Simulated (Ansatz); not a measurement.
Structure: an 8-atom cell of Sn3PbO4 built on the litharge structure (relaxed group Pmm2), at its r2SCAN+rVV10 minimum. Space group Pmm2 (No. 25), orthorhombic; conventional cell a = 3.842 Å, b = 7.647 Å, c = 4.858 Å, 17.84 Å³ an atom. Sn has 4 O at 2.20 Å; Sn has 4 O at 2.18–2.23 Å; O has 4 Sn at 2.20–2.23 Å; O has 3 Sn at 2.18–2.20 Å and 1 Pb at 2.38 Å; Pb has 4 O at 2.33–2.38 Å; O has 2 Sn at 2.20 Å and 2 Pb at 2.33 Å.

```cif
data_structure
_symmetry_space_group_name_H-M 'Pmm2'
_symmetry_Int_Tables_number 25
_cell_length_a 3.8420
_cell_length_b 7.6471
_cell_length_c 4.8585
_cell_angle_alpha 90.000
_cell_angle_beta 90.000
_cell_angle_gamma 90.000
_cell_volume 142.74
loop_
_atom_site_label
_atom_site_type_symbol
_atom_site_symmetry_multiplicity
_atom_site_Wyckoff_symbol
_atom_site_fract_x
_atom_site_fract_y
_atom_site_fract_z
_atom_site_occupancy
Sn1 Sn 2 h 0.50000 0.75094 0.76926 1
Sn2 Sn 1 a 0.00000 0.00000 0.23005 1
O1 O 1 c 0.50000 0.00000 0.99712 1
O2 O 2 g 0.00000 0.75940 0.99081 1
Pb1 Pb 1 b 0.00000 0.50000 0.26279 1
O3 O 1 d 0.50000 0.50000 0.98990 1
```

The questions ask for values computed with Ansatz on this geometry. Values at 0 K without nuclear motion; no magnetic order is allowed, and the phase may be a hypothetical one.

Given (6×4×6 mesh): The r2SCAN gap is indirect, 0.42 eV (Γ to X), below the direct gap of 2.21 eV at X.

Question: Estimate the gap with PBE on 6×4×6.

Answer: PBE gives an indirect gap of 0.23 eV, from Y–Γ (0.60 of the way from Y) to X; the least direct gap is 1.87 eV at X. The gap differs by -0.19 eV from r2SCAN's.

Question: What does PBE+SOC give for the gap (6×4×6 mesh)?

Answer: With PBE+SOC the valence top lies at Y–Γ (0.59 of the way from Y) and the conduction bottom at X, 0.10 eV higher; the smallest vertical gap, at X, is 1.74 eV. Spin-orbit coupling itself accounts for -0.13 eV. The gap differs by -0.32 eV from r2SCAN's.

Question: What does HSE06 give for the gap (4×2×4 mesh)?

Answer: The HSE06 gap is indirect, 0.66 eV (Γ to X), below the direct gap of 2.55 eV at X. The gap differs by +0.24 eV from r2SCAN's.

Question: Estimate the gap with PBE0 on 4×2×4.

Answer: With PBE0 the valence top lies at Γ and the conduction bottom at X, 1.29 eV higher; the smallest vertical gap, at X, is 3.21 eV. The gap differs by +0.87 eV from r2SCAN's.

Question: How strongly does the crystal screen a field with clamped ions (r2SCAN)?

Answer: The electronic dielectric tensor ε∞ is 7.36, 7.33 and 6.35 along x, y and z. Born charges, averaged over directions: Sn +2.90 to +2.96, O -3.09 to -2.98, Pb +3.30 e. The program notes that the ground state's band table doesn't vouch for all the bands that the response reads.

Only the levels marked +SOC include spin-orbit coupling.

The meshes of the hybrids are coarse, so their gaps aren't converged to the digits shown.
